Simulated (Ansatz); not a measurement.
Au:
```yaml
crystal:
  lattice:
    - [2.87559, 0.00000, 0.00000]
    - [-1.43779, 2.49033, 0.00000]
    - [0.00000, 0.00000, 4.75706]
  atoms:
    - { symbol: Au, position: [0.33333, 0.66667, 0.75000] }
    - { symbol: Au, position: [0.66667, 0.33333, 0.25000] }
```

Relaxed with PBEsol. Special points in fractions of this cell's reciprocal vectors: Γ (0.000, 0.000, 0.000); M (0.500, 0.000, 0.000); K (0.333, 0.333, 0.000); A (0.000, 0.000, 0.500); L (0.500, 0.000, 0.500); H (0.333, 0.333, 0.500).

**Question.** List the band energies nearest the Fermi level at these points for the program Ansatz at the PBEsol level (PAW).

**Answer.** In eV from the Fermi level; about four levels below and three above (degenerate sets whole), none deeper than 8.9 eV; … stands for higher levels left out; points with the same levels are listed once.

| k | below | above |
|---|---|---|
| Γ | -3.61 -3.61 -2.15 -2.15 -1.11 | 2.89 14.41 … |
| M | -3.77 -1.88 -1.87 -1.67 | 0.33 1.52 5.83 |
| K | -3.66 -2.39 -2.39 -2.25 | 2.23 2.23 3.75 |
| A | -2.62 -2.62 -2.62 -2.62 | 10.95 10.95 … |
| L | -2.40 -2.40 -1.75 -1.75 | 0.40 0.40 3.95 3.95 |
| H | -3.66 -3.66 -2.10 -2.10 | 4.29 4.29 4.54 4.54 |

Space group P6_3/mmc (hcp (Mg type)). The first step of the workflow began from a Materials Project structure, measured or hypothetical; the Crystallography Open Database files this formula in space group No. 194, but the cells were not matched. It is not the phase usual at ambient conditions (space group No. 225). Symmetry was held in the PBEsol relaxation; whether a distortion lowers the energy is not shown. Scalar-relativistic: spin–orbit coupling is off unless named, which matters more the heavier the elements.

Potentials: the later of the program's two PAW sets.
